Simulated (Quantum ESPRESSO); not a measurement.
Al6GaMgON7, finding a planted mistake in a log

A calculation, not a measurement. The program is pw.x of Quantum ESPRESSO 7.5 (plane-wave density functional theory). The cell is made up: 16 atoms on a doubled wurtzite lattice, with randomly drawn elements, strain and displacements, not relaxed. PseudoDojo standard norm-conserving files (v0.5 for PBE, v0.4.1 for LDA and PBEsol) set the functional; there is no spin polarisation, spin-orbit coupling or dispersion term, and the masses in the input are unused placeholders.

Intended input:

```
&control calculation='scf', pseudo_dir='./dojo.nc.sr.pbe.v0_5.standard.upf', outdir='./o', disk_io='low', tprnfor=.true., tstress=.true. /
&system ibrav=0, nat=16, ntyp=5, nbnd=47, ecutwfc=84.00895049, nosym=.true., tot_charge=0,
 occupations='smearing', smearing='fd', degauss=0.0018374661
/
&electrons conv_thr=7.350e-09, electron_maxstep=60, /
ATOMIC_SPECIES
Al 1.0 Al.upf
Ga 1.0 Ga.upf
Mg 1.0 Mg.upf
N 1.0 N.upf
O 1.0 O.upf
CELL_PARAMETERS angstrom
3.1807 -0.0281 0.0046
-0.0487 5.4747 -0.0753
0.0151 -0.142 10.596
ATOMIC_POSITIONS angstrom
Al -0.0168 0.0046 0.0485
Al 1.5698 2.7352 -0.0455
Ga 1.5428 0.7814 2.7392
Mg 0.0911 3.6111 2.6341
Al -0.0178 -0.0486 5.3409
Al 1.6184 2.578 5.1778
Al 1.5253 0.786 7.9858
Al -0.0396 3.4992 7.8957
O 0.0393 -0.0223 1.989
N 1.5382 2.6782 1.8573
N 1.5309 0.9014 4.6611
N -0.0098 3.6021 4.5147
N -0.0223 -0.1647 7.2087
N 1.5753 2.6528 7.3208
N 1.5765 0.7675 9.9902
N 0.0543 3.5227 9.8971
K_POINTS automatic
7 4 2 1 1 1
```

The log is shortened where brackets say so; the opening notice, blank lines, dates and the lines on written files are dropped, and the path of the files is cut. It prints rydbergs, bohrs and kilobars, and counts compression as positive stress. Where no state is partly filled, the Fermi energy that it prints is only some level between the filled and the empty states on the mesh, and need not lie in the true gap.

Log of the intended run:

```
     Program PWSCF v.7.5
     Parallel version (MPI & OpenMP), running on       4 processor cores
     Number of MPI processes:                 4
     Threads/MPI process:                     1
     [start-up lines left out]
     bravais-lattice index     =            0
     lattice parameter (alat)  =       6.0109  a.u.
     unit-cell volume          =    1244.8203 (a.u.)^3
     number of atoms/cell      =           16
     number of atomic types    =            5
     number of electrons       =        82.00
     number of Kohn-Sham states=           47
     kinetic-energy cutoff     =      84.0090  Ry
     charge density cutoff     =     336.0358  Ry
     scf convergence threshold =      7.3E-09
     mixing beta               =       0.7000
     number of iterations used =            8  plain     mixing
     Exchange-correlation= PBE
                           (   1   4   3   4   0   0   0)
     [axes and pseudopotential details left out]
   Cartesian axes
     site n.     atom                  positions (alat units)
         1        Al     tau(   1) = (  -0.0052816   0.0014462   0.0152476  )
         2        Al     tau(   2) = (   0.4935194   0.8599020  -0.0143045  )
         3        Ga     tau(   3) = (   0.4850310   0.2456593   0.8611596  )
         4        Mg     tau(   4) = (   0.0286403   1.1352706   0.8281179  )
         5        Al     tau(   5) = (  -0.0055960  -0.0152790   1.6790914  )
         6        Al     tau(   6) = (   0.5087984   0.8104809   1.6278154  )
         7        Al     tau(   7) = (   0.4795293   0.2471055   2.5106046  )
         8        Al     tau(   8) = (  -0.0124496   1.1000911   2.4822786  )
         9        O      tau(   9) = (   0.0123553  -0.0070108   0.6253090  )
        10        N      tau(  10) = (   0.4835849   0.8419822   0.5839047  )
        11        N      tau(  11) = (   0.4812899   0.2833854   1.4653734  )
        12        N      tau(  12) = (  -0.0030810   1.1324412   1.4193477  )
        13        N      tau(  13) = (  -0.0070108  -0.0517790   2.2662971  )
        14        N      tau(  14) = (   0.4952485   0.8339968   2.3015395  )
        15        N      tau(  15) = (   0.4956258   0.2412894   3.1407551  )
        16        N      tau(  16) = (   0.0170710   1.1074791   3.1114860  )
     number of k points=    28  Fermi-Dirac smearing, width (Ry)=  0.0018
                       cart. coord. in units 2pi/alat
        k(    1) = (   0.0719781   0.0743104   0.0759411), wk =   0.0714286
        k(    2) = (   0.0721770   0.0722473  -0.0741825), wk =   0.0714286
     [further k points left out]
     Dense  grid:   129541 G-vectors     FFT dimensions: (  36,  64, 120)
     Estimated max dynamical RAM per process >     286.00 MB
     Estimated total dynamical RAM >       1.02 GB
     Initial potential from superposition of free atoms
     starting charge      81.9818, renormalised to      82.0000
     Starting wfcs are   70 randomized atomic wfcs
     total cpu time spent up to now is        8.0 secs
     per-process dynamical memory:   203.5 Mb
     Self-consistent Calculation
     iteration #  1     ecut=    84.01 Ry     beta= 0.70
     Davidson diagonalization with overlap
     ethr =  1.00E-02,  avg # of iterations =  3.0
     total cpu time spent up to now is       19.6 secs
     total energy              =    -476.87413662 Ry
     estimated scf accuracy    <       5.00223132 Ry
     iteration #  2     ecut=    84.01 Ry     beta= 0.70
     Davidson diagonalization with overlap
     ethr =  6.10E-03,  avg # of iterations =  3.0
     total cpu time spent up to now is       30.7 secs
     total energy              =    -478.01883766 Ry
     estimated scf accuracy    <       5.52744613 Ry
     [iterations 3 to 14 left out]
     iteration # 15     ecut=    84.01 Ry     beta= 0.70
     Davidson diagonalization with overlap
     ethr =  5.37E-11,  avg # of iterations =  2.0
     total cpu time spent up to now is      154.5 secs
     total energy              =    -479.11437944 Ry
     estimated scf accuracy    <       0.00000001 Ry
     iteration # 16     ecut=    84.01 Ry     beta= 0.70
     Davidson diagonalization with overlap
     ethr =  1.50E-11,  avg # of iterations =  2.0
     total cpu time spent up to now is      162.0 secs
     End of self-consistent calculation
     [lines on levels left out]
     the Fermi energy is     8.6401 ev
!    total energy              =    -479.11437944 Ry
     estimated scf accuracy    <          2.6E-09 Ry
     smearing contrib. (-TS)   =      -0.00000000 Ry
     internal energy E=F+TS    =    -479.11437944 Ry
     The total energy is F=E-TS. E is the sum of the following terms:
     one-electron contribution =    -323.94761245 Ry
     hartree contribution      =     210.00859694 Ry
     xc contribution           =    -122.82541918 Ry
     ewald contribution        =    -242.34994474 Ry
     convergence has been achieved in  16 iterations
     Forces acting on atoms (cartesian axes, Ry/au):
     atom    1 type  1   force =     0.00297285    0.00092703   -0.04809363
     atom    2 type  1   force =     0.01743018    0.00064898    0.03965824
     atom    3 type  2   force =     0.03527028    0.15131731   -0.03561807
     atom    4 type  3   force =    -0.06317251   -0.04331241   -0.05215286
     atom    5 type  1   force =    -0.00809296   -0.05992568   -0.01635376
     atom    6 type  1   force =    -0.01185011    0.17085546    0.03375919
     atom    7 type  1   force =     0.01672080   -0.01265110   -0.02583631
     atom    8 type  1   force =     0.02011732    0.03187506    0.00493373
     atom    9 type  5   force =    -0.03802725   -0.00976983   -0.04346954
     atom   10 type  4   force =     0.06099847   -0.07992796   -0.01662827
     atom   11 type  4   force =     0.01749900   -0.12207021   -0.00525932
     atom   12 type  4   force =     0.00129886   -0.00119901    0.14528420
     atom   13 type  4   force =    -0.00705759    0.04336615    0.06998207
     atom   14 type  4   force =    -0.01741586   -0.05851634   -0.02603353
     atom   15 type  4   force =     0.00842191   -0.03113552   -0.01483424
     atom   16 type  4   force =    -0.03511339    0.01951808   -0.00933790
     Total force =     0.373498     Total SCF correction =     0.000028
     Computing stress (Cartesian axis) and pressure
          total   stress  (Ry/bohr**3)                   (kbar)     P=      -56.63
  -0.00023067   0.00012667  -0.00004757          -33.93       18.63       -7.00
   0.00012667  -0.00026615   0.00034417           18.63      -39.15       50.63
  -0.00004757   0.00034417  -0.00065813           -7.00       50.63      -96.81
     init_run     :      6.24s CPU      6.59s WALL (       1 calls)
     electrons    :    152.38s CPU    154.00s WALL (       1 calls)
     forces       :      1.71s CPU      1.75s WALL (       1 calls)
     stress       :      5.16s CPU      5.39s WALL (       1 calls)
     [timing details left out]
     PWSCF        :   2m46.97s CPU   2m49.27s WALL
     JOB DONE.
```

A second run was made from an input with one planted mistake. Its log:

```
     Program PWSCF v.7.5
     Parallel version (MPI & OpenMP), running on       4 processor cores
     Number of MPI processes:                 4
     Threads/MPI process:                     1
     [start-up lines left out]
     bravais-lattice index     =            0
     lattice parameter (alat)  =       6.0109  a.u.
     unit-cell volume          =    1244.8203 (a.u.)^3
     number of atoms/cell      =           16
     number of atomic types    =            5
     number of electrons       =        81.00
     number of Kohn-Sham states=           47
     kinetic-energy cutoff     =      84.0090  Ry
     charge density cutoff     =     336.0358  Ry
     scf convergence threshold =      7.3E-09
     mixing beta               =       0.7000
     number of iterations used =            8  plain     mixing
     Exchange-correlation= PBE
                           (   1   4   3   4   0   0   0)
     [axes and pseudopotential details left out]
   Cartesian axes
     site n.     atom                  positions (alat units)
         1        Al     tau(   1) = (  -0.0052816   0.0014462   0.0152476  )
         2        Al     tau(   2) = (   0.4935194   0.8599020  -0.0143045  )
         3        Ga     tau(   3) = (   0.4850310   0.2456593   0.8611596  )
         4        Mg     tau(   4) = (   0.0286403   1.1352706   0.8281179  )
         5        Al     tau(   5) = (  -0.0055960  -0.0152790   1.6790914  )
         6        Al     tau(   6) = (   0.5087984   0.8104809   1.6278154  )
         7        Al     tau(   7) = (   0.4795293   0.2471055   2.5106046  )
         8        Al     tau(   8) = (  -0.0124496   1.1000911   2.4822786  )
         9        O      tau(   9) = (   0.0123553  -0.0070108   0.6253090  )
        10        N      tau(  10) = (   0.4835849   0.8419822   0.5839047  )
        11        N      tau(  11) = (   0.4812899   0.2833854   1.4653734  )
        12        N      tau(  12) = (  -0.0030810   1.1324412   1.4193477  )
        13        N      tau(  13) = (  -0.0070108  -0.0517790   2.2662971  )
        14        N      tau(  14) = (   0.4952485   0.8339968   2.3015395  )
        15        N      tau(  15) = (   0.4956258   0.2412894   3.1407551  )
        16        N      tau(  16) = (   0.0170710   1.1074791   3.1114860  )
     number of k points=    28  Fermi-Dirac smearing, width (Ry)=  0.0018
                       cart. coord. in units 2pi/alat
        k(    1) = (   0.0719781   0.0743104   0.0759411), wk =   0.0714286
        k(    2) = (   0.0721770   0.0722473  -0.0741825), wk =   0.0714286
     [further k points left out]
     Dense  grid:   129541 G-vectors     FFT dimensions: (  36,  64, 120)
     Estimated max dynamical RAM per process >     286.00 MB
     Estimated total dynamical RAM >       1.02 GB
     Initial potential from superposition of free atoms
     starting charge      81.9818, renormalised to      81.0000
     Starting wfcs are   70 randomized atomic wfcs
     total cpu time spent up to now is        8.5 secs
     per-process dynamical memory:   203.8 Mb
     Self-consistent Calculation
     iteration #  1     ecut=    84.01 Ry     beta= 0.70
     Davidson diagonalization with overlap
     ethr =  1.00E-02,  avg # of iterations =  3.0
     total cpu time spent up to now is       20.1 secs
     total energy              =    -476.92095118 Ry
     estimated scf accuracy    <       5.65710526 Ry
     iteration #  2     ecut=    84.01 Ry     beta= 0.70
     Davidson diagonalization with overlap
     ethr =  6.98E-03,  avg # of iterations =  6.0
     total cpu time spent up to now is       34.6 secs
     total energy              =    -472.05204392 Ry
     estimated scf accuracy    <      39.15025227 Ry
     [iterations 3 to 18 left out]
     iteration # 19     ecut=    84.01 Ry     beta= 0.70
     Davidson diagonalization with overlap
     ethr =  7.42E-10,  avg # of iterations =  2.0
     total cpu time spent up to now is      208.9 secs
     total energy              =    -479.62794809 Ry
     estimated scf accuracy    <       0.00000005 Ry
     iteration # 20     ecut=    84.01 Ry     beta= 0.70
     Davidson diagonalization with overlap
     ethr =  5.72E-11,  avg # of iterations =  2.1
     total cpu time spent up to now is      217.2 secs
     End of self-consistent calculation
     [lines on levels left out]
     the Fermi energy is     6.5308 ev
!    total energy              =    -479.62794810 Ry
     estimated scf accuracy    <          5.9E-09 Ry
     smearing contrib. (-TS)   =      -0.00097908 Ry
     internal energy E=F+TS    =    -479.62696901 Ry
     The total energy is F=E-TS. E is the sum of the following terms:
     one-electron contribution =    -324.44322789 Ry
     hartree contribution      =     209.09903050 Ry
     xc contribution           =    -121.93282688 Ry
     ewald contribution        =    -242.34994474 Ry
     convergence has been achieved in  20 iterations
     Forces acting on atoms (cartesian axes, Ry/au):
     atom    1 type  1   force =     0.00183258    0.00451058   -0.05559857
     atom    2 type  1   force =     0.01758384   -0.00253852   -0.01123296
     atom    3 type  2   force =     0.03521299    0.11101496   -0.01213303
     atom    4 type  3   force =    -0.05663483   -0.00157562   -0.02993411
     atom    5 type  1   force =    -0.00968464   -0.04112356   -0.01751140
     atom    6 type  1   force =    -0.01041194    0.15038854    0.04989284
     atom    7 type  1   force =     0.01608243   -0.01258996   -0.01935538
     atom    8 type  1   force =     0.01994118    0.02964617    0.00713369
     atom    9 type  5   force =    -0.03956735   -0.00054632   -0.04002576
     atom   10 type  4   force =     0.05873834   -0.08776371   -0.01706423
     atom   11 type  4   force =     0.01810842   -0.11907505   -0.01829171
     atom   12 type  4   force =    -0.00165073   -0.00344406    0.12888300
     atom   13 type  4   force =    -0.00685400    0.03828045    0.06293358
     atom   14 type  4   force =    -0.01768098   -0.05314970   -0.03243817
     atom   15 type  4   force =     0.00901410   -0.02697810   -0.00336250
     atom   16 type  4   force =    -0.03402943    0.01494389    0.00810472
     Total force =     0.329861     Total SCF correction =     0.000181
     Computing stress (Cartesian axis) and pressure
          total   stress  (Ry/bohr**3)                   (kbar)     P=     -148.87
  -0.00099830   0.00012565  -0.00005082         -146.85       18.48       -7.48
   0.00012565  -0.00077929   0.00030084           18.48     -114.64       44.26
  -0.00005082   0.00030084  -0.00125846           -7.48       44.26     -185.13
     init_run     :      6.07s CPU      6.41s WALL (       1 calls)
     electrons    :    205.93s CPU    208.72s WALL (       1 calls)
     forces       :      1.99s CPU      2.06s WALL (       1 calls)
     stress       :      5.67s CPU      5.90s WALL (       1 calls)
     [timing details left out]
     PWSCF        :   3m41.81s CPU   3m45.38s WALL
     JOB DONE.
```

Question: what was wrong in the second input?

Answer: the cell has the wrong charge. The input lines that differ, file-writing options aside:

```
- &system ibrav=0, nat=16, ntyp=5, nbnd=47, ecutwfc=84.00895049, nosym=.true., tot_charge=0,
+ &system ibrav=0, nat=16, ntyp=5, nbnd=47, ecutwfc=84.00895049, nosym=.true., tot_charge=1,
```

```
                                            intended run  run with the mistake
                          free energy (eV)     -6518.683             -6525.671
                    smearing term -TS (eV)        0.0000               -0.0133
                            pressure (GPa)         -5.66                -14.89
            largest force component (eV/Å)         4.393                 3.867
largest change of a force component (eV/Å)                               1.308
                                iterations            16                    20
```

For scale, a rerun of the intended cell at 1437 eV and a 9 x 6 x 4 mesh moved values by no more than 0.004 eV in energy, 0.02 GPa in stress and 0.004 eV/Å in force. The charged cell sits in a uniform background, so its energy and stress rest on the program's zero of potential.